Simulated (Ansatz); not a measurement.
**CsO: energy along a strain**

CsO, Immm, a = 4.322 Å, b = 6.430 Å, c = 7.517 Å (as given, not relaxed at this level: -0.6 GPa, forces to 0.84 eV/Å). The structure is a COD entry; whether it is the stable form wasn't checked. Ansatz: r2SCAN, PAW, 500 eV, Γ-centred 8×8×8 mesh on 4 atoms, Gaussian smearing 0.05 eV; no spin polarisation. Cell vectors (Å): -2.161 3.215 3.759; 2.161 -3.215 3.759; 2.161 3.215 -3.759. The cell is strained by x per cent times the pattern (1 -1 0 0 0 0) in the order xx yy zz yz xz xy (engineering shears), with fractional coordinates held. y is the free energy over the start, V0 = 26.113 Å³/atom.

| x (%) | y (meV/atom) |
| --- | --- |
| -6.00 | 42.06 |
| -4.50 | 26.35 |
| -3.00 | 14.08 |
| -1.50 | 5.27 |
| 0.00 | 0.00 |
| 1.50 | -1.60 |
| 3.00 | 0.65 |
| 4.50 | 6.96 |
| 5.25 | 11.73 |
| 6.00 | ? |

Problem. Fit y = c1 x + c2 x² + c3 x³ to the other rows, get the stiffness along the pattern, and predict the missing energy.

Solution. Least squares on the rows shown. y = −2.2930 x + 0.82505 x² + 0.0066950 x³. The clamped-ion stiffness p·C·p = 2 × 8.250 eV × 160.2 / 26.113 Å³ = 101 GPa (second derivative at the start, which stands under stress). At x = 6.00 the fit asked for gives 17.39 meV/atom. The run gave 17.62 meV/atom, so the fit is 0.23 meV/atom too low, 0.53 % of the span of the series, against an rms of 0.05 meV/atom on the fitted rows. The row lies outside the fitted range. With a term in x⁴ added, a fit to the same known rows predicts 17.62 meV/atom, so most of the miss is curvature that the known rows already hold.

Cost: 10 runs of about 5.3 core-minutes in all, on Arm Neoverse V1 (shared hosts).